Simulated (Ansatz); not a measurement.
Input file for Ansatz (a program for electronic structure):

Ansatz 0.2 input:
```yaml
crystal:
  lattice:
    - [4.9985186664, 0.0, 0.0]
    - [0.0, 4.9985186664, 0.0]
    - [0.0, 0.0, 3.4104613142]
  atoms:
    - { symbol: Pb, position: [0.0, 0.0, 0.0] }
    - { symbol: Pb, position: [0.5, 0.5, 0.5] }
    - { symbol: O, position: [0.3076480362, 0.3076480362, 0.0] }
    - { symbol: O, position: [0.1923519638, 0.8076480362, 0.5] }
    - { symbol: O, position: [0.6923519638, 0.6923519638, 0.0] }
    - { symbol: O, position: [0.8076480362, 0.1923519638, 0.5] }
kpoints:
  mp_grid: { grid: [8, 8, 12] }
hamiltonian:
  xc: pbesol
  pseudopotentials: { kind: paw }
scf:
  occupations: { method: fermi_dirac, width: 0.1 }
phonons:
  method: dfpt
  response_accuracy: low
  eigenvectors: true
  rigid_motions: translations
```

Output (shortened):

```
zone centre: on kpoints.mp_grid the ground state, and the responses unless they are solved on pairs of k-points, stand on 238 of the mesh's 768 k-points, …
Pseudopotentials: kind: paw
Pseudopotential: Pb, paw, valence charge 14
Pseudopotential: O, paw, valence charge 6
Functional definition: PBEsol
Crystal: 6 atoms, lattice volume = 85.211 Å³
Basis set: ecut = 420 eV, 1671 PW (Γ), exchange–correlation on 72×72×48 points (8 copies of the dense FFT grid, shifted against one another)
Bands: 32, of which v1, the nominal top of the filled ones, is band 26 counted from 1 (25 counted from 0)
Symmetry: 16 space group operations
k-points: 238 of 768 (irreducible under 2 space group operations, time reversal used)
PAW frozen core: Pb, regenerated for the run's functional, and the local potential with it
PAW frozen core: O, regenerated for the run's functional, and the local potential with it
Initial wavefunctions: pseudopotential atomic-orbital guess
Eigensolver: davidson
Functional: x = pbesol(κ = 0.804, μ = 0.12345679012345678), c = pbesol(β = 0.046)
SCF iter   1: F=—  HF=-25748.340151 eV  |F-HF|=—  |Δ(HF+E_count)|=         —  Δρ=1.74e-2  dr2=2.22e-1  ethr=1.77e-3  ⟨swp⟩=6.3  Hψ=34754  notcnv=0  defer=6
all-band conjugate gradients solve this SCF's bands
preconditioner: auto → Kerker (q_TF=auto, 2.513 Å⁻¹)
SCF iter   2: F=—  HF=-25748.282013 eV  |F-HF|=—  |Δ(HF+E_count)|=   5.81e-2  Δρ=3.02e-3  dr2=6.69e-3  ethr=4.27e-4  ⟨swp⟩=2.3  Hψ=13022  notcnv=0  defer=264
SCF iter   3: F=—  HF=-25748.281513 eV  |F-HF|=—  |Δ(HF+E_count)|=   5.00e-4  Δρ=1.70e-3  dr2=2.38e-3  ethr=1.29e-5  ⟨swp⟩=2.3  Hψ=11060  notcnv=0  defer=264
SCF iter   4: F=—  HF=-25748.281953 eV  |F-HF|=—  |Δ(HF+E_count)|=   4.40e-4  Δρ=4.58e-4  dr2=2.13e-4  ethr=4.58e-6  ⟨swp⟩=2.4  Hψ=13655  notcnv=0  defer=264
SCF iter   5: F=—  HF=-25748.282093 eV  |F-HF|=—  |Δ(HF+E_count)|=   1.40e-4  Δρ=1.45e-4  dr2=2.28e-5  ethr=4.09e-7  ⟨swp⟩=2.3  Hψ=11341  notcnv=0  defer=264
SCF iter   6: F=—  HF=-25748.282100 eV  |F-HF|=—  |Δ(HF+E_count)|=   6.54e-6  Δρ=5.35e-5  dr2=2.94e-6  ethr=4.39e-8  ⟨swp⟩=2.4  Hψ=13269  notcnv=0  defer=264
SCF iter   7: F=—  HF=-25748.282099 eV  |F-HF|=—  |Δ(HF+E_count)|=   6.74e-7  Δρ=1.55e-5  dr2=2.46e-7  ethr=5.66e-9  ⟨swp⟩=3.0  Hψ=14728  notcnv=0  defer=264
SCF iter   8: F=—  HF=-25748.282099 eV  |F-HF|=—  |Δ(HF+E_count)|=   1.13e-7  Δρ=4.23e-6  dr2=1.28e-8  ethr=4.73e-10  ⟨swp⟩=2.1  Hψ=10445  notcnv=0  defer=264
SCF iter  11: F=-25748.282099 eV  HF=-25748.282099 eV  |F-HF|=7.28e-12  |Δ(HF+E_count)|=  2.91e-11  Δρ=3.89e-8  dr2=9.99e-13  ethr=1.00e-12  ⟨swp⟩=11.9  Hψ=47534  notcnv=0
SCF 1 converged in 11 iterations: F = -25748.282099 eV  dr2 = 9.99e-13
DFPT response loops at Γ: preconditioner auto → Kerker (q_TF=auto, 2.513 Å⁻¹) (partly filled bands, converged f_vac=0.048) …
SCF converged after 11 iterations
Free energy (F): -25748.282099 eV
Harris-Foulkes:  -25748.282099 eV  (|F-HF|=7.28e-12)
Internal energy: -25748.261948 eV  (E = F + TS)
E sigma→0 (E₀):  -25748.272023 eV
Entropy (-TS):   -0.020151 eV (-3.359 meV/atom)
Fermi energy:    7.877902 eV
--- Per-component energies (eV) ---
  E_band       = -94.525439
  E_kinetic    = 1278.263967
  E_local      = -3439.075279  (includes V_loc(G=0)·N_el)
  E_nonlocal   = 908.794114
  E_hartree    = 1317.686450
  E_xc         = -718.971281
  E_vxc        = -627.408917  (∫ρ·V_xc dr)
  E_paw        = -21144.171201  (= ΣΔE_a)
  E_vpaw       = -850.481786  (= ΣTr[D̂ρ^β])
  E_aug_tail   = 0.009581  (compensation charges beyond the density's cutoff)
  E_ewald      = -3951.063684
  E_core_change = 0.265385  (= ΣΔE_core)
  E_smearing   = -0.020151  (= −TS)
  E_closure    =  0.000000  (closes the sum)
  Σ components = -25748.282099   (vs F -25748.282099, Δ=0.00e0)
  [band-id]    e_kinetic+e_local+e_nonlocal+2·e_hartree+e_vxc+e_vpaw+e_augmentation_tail = -94.525420   (vs E_band -94.525439, Δ=1.95e-5)
--- Band table (eV; the first three rows and the last of 238) ---
  k-point 0: bands = ["-10.4656", "-10.3508", "-8.6797", "-8.6797", "-7.7616", "-7.5570", "-7.5271", "-7.5271", "-7.3424", "-7.2311", "-7.1941", "-7.1726", "-7.1726", "-5.0945", "-0.3545", "4.3659", "4.4224", "4.4224", "5.6603", "5.7324", "5.9518", "7.0704", "7.1242", "7.1242", "7.1366", "7.1366", "7.8186", "11.9060", "13.4791", "13.4791", "17.2139", "17.5331"]
  k-point 1: bands = ["-10.4113", "-10.3121", "-8.8525", "-8.8525", "-7.7483", "-7.5374", "-7.3407", "-7.3407", "-7.3378", "-7.2288", "-7.1946", "-7.1563", "-7.1563", "-5.1463", "-0.3911", "4.3523", "4.4775", "4.4775", "4.8269", "5.6894", "6.3259", "6.8278", "6.8278", "7.2176", "7.2176", "7.5206", "7.7735", "11.9659", "13.7424", "13.7424", "16.6154", "18.1168"]
  k-point 2: bands = ["-10.2587", "-10.2027", "-9.1762", "-9.1762", "-7.7070", "-7.4826", "-7.3247", "-7.2452", "-7.2452", "-7.2211", "-7.1964", "-6.8430", "-6.8430", "-5.3065", "-0.4715", "3.7477", "4.3298", "4.6262", "4.6262", "5.7752", "6.2118", "6.2944", "6.2944", "7.2175", "7.2175", "7.6418", "8.4688", "12.0897", "14.4150", "14.4150", "16.0139", "18.5318"]
  k-point 237: bands = ["-9.9561", "-9.9561", "-9.5971", "-9.5971", "-7.3459", "-7.3459", "-7.2249", "-7.2249", "-7.1724", "-7.1724", "-6.7888", "-6.7888", "-5.6126", "-5.6126", "-0.2069", "-0.2069", "3.7609", "3.7609", "5.7573", "5.7573", "5.8337", "5.8337", "7.0601", "7.0601", "7.2118", "7.2118", "10.5014", "10.5014", "15.9058", "15.9058", "17.3984", "17.3984"]
  band table: 32 of 32 bands, residual norms ≤ 1.0e-3 eV
--- Phonons (Γ-DFPT): 4 representative perturbations + reference, on 238 of 768 k-points (Σ response iterations 12) ---
  k mesh reduced under 2 symmetry operations, with k and −k counted as one. Each operation leaves every solved displacement unchanged or reverses it
  ASR residual: 5.319e-5 → 0.000e0 eV/Å²; symmetrization residual: 7.270e-5 eV/Å²
  ASR residual per site (eV/Å²): 2.52e-5 2.52e-5 5.32e-5 5.32e-5 5.32e-5 5.32e-5
  Γ frequencies (cm⁻¹): 0.00 0.00 0.00 7.82 86.04 129.18 129.18 172.84 172.84 251.18 368.81 368.81 374.10 457.31 478.70 478.70 502.94 612.24
  non-analytic LO–TO correction: not included (Born effective charges unavailable; polar crystals: no LO–TO splitting at Γ)
```

Cost: around 5 core-minutes (rough) on shared cores.

Space group P4_2/mnm (rutile). Symmetry was held in the PBEsol relaxation; of distortions, only those at the zone centre were tested. A small band overlap can be real or an error of a semilocal functional. As this level gives no gap, phonon frequencies hold no LO–TO term and depend on the k-mesh and smearing (Fermi–Dirac, 0.1 eV here). Scalar-relativistic: spin–orbit coupling is off unless named, which matters more the heavier the elements.

Potentials: the later of the program's two PAW sets.

Ansatz is a plane-wave DFT program.
